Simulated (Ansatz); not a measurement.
Polymorphs of NbAg, each relaxed with DFT-PBE in the program Ansatz with PAW potentials:

A: rock salt (Fm-3m)
a = b = c = 5.4599 Å, α = β = γ = 90.00°

```tsv
atom	site	symmetry	x	y	z
Ag	4a	m-3m	0.0000	0.0000	0.0000
Nb	4b	m-3m	0.5000	0.5000	0.5000
```

B: Pmma
a = 4.777 Å, b = 2.780 Å, c = 5.322 Å, α = 90.00°, β = 90.00°, γ = 90.00°

| atom | site | symmetry | x | y | z |
|---|---|---|---|---|---|
| Ag | 2e | mm2 | 0.7500 | 0.0000 | 0.1469 |
| Nb | 2f | mm2 | 0.2500 | 0.5000 | 0.3526 |

Problem. Put the candidates in order of energy per atom at 0 K, lowest first, for PBE.

Solution. B (+0 meV/atom), A (+905 meV/atom)

Typed or built starts, not in the databases checked: A; B. All cells were relaxed under the symmetry of their starts (and spin orders); stability against distortions was not tested throughout. Rows with no word on spin ran without spin polarisation. Spin–orbit coupling is left out wherever it is not named.

Energies hold the estimated change up to a 700 eV cutoff; steps of a few meV lie near the error of the meshes.

Potentials: the earlier of the program's two PAW sets.
